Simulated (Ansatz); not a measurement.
BP (CsCl type, space group No. 221), plane-wave PAW r²SCAN (Ansatz code), all energies at zero smearing, with the estimated change up to a 700 eV cutoff added, with one set of potentials and settings (totals compare only within such a set). Cell of 2 atoms (1 B, 1 P): -912.468 eV.

```json
[
 {"element": "B", "reference phase": "R-3m, 12 atoms in the cell", "E (eV/atom)": "-156.5545"},
 {"element": "P", "reference phase": "Cmce, 4 atoms in the cell", "E (eV/atom)": "-759.1670"}
]
```

Formation energy per atom, worked out: (-912.468 − 1×(-156.5545) − 1×(-759.1670))/2 = 1.627 eV/atom (157 kJ per mol of atoms), at 0 K, without zero-point energy or fitted corrections.

Space group Pm-3m (CsCl type). The start of the workflow was typed in or built on a structure type; neither database checked (COD, Materials Project) lists it. It is not the phase usual at ambient conditions (space group No. 216). Symmetry was held in the r²SCAN relaxation. At this level the phase is mechanically unstable. The volume moved by 19 % from the start of the relaxation. Its formation energy is positive at this level, so the cell may be metastable or incomplete. The references are the lowest solids computed at this level, not always the standard phases.

Potentials: the earlier of the program's two PAW sets.
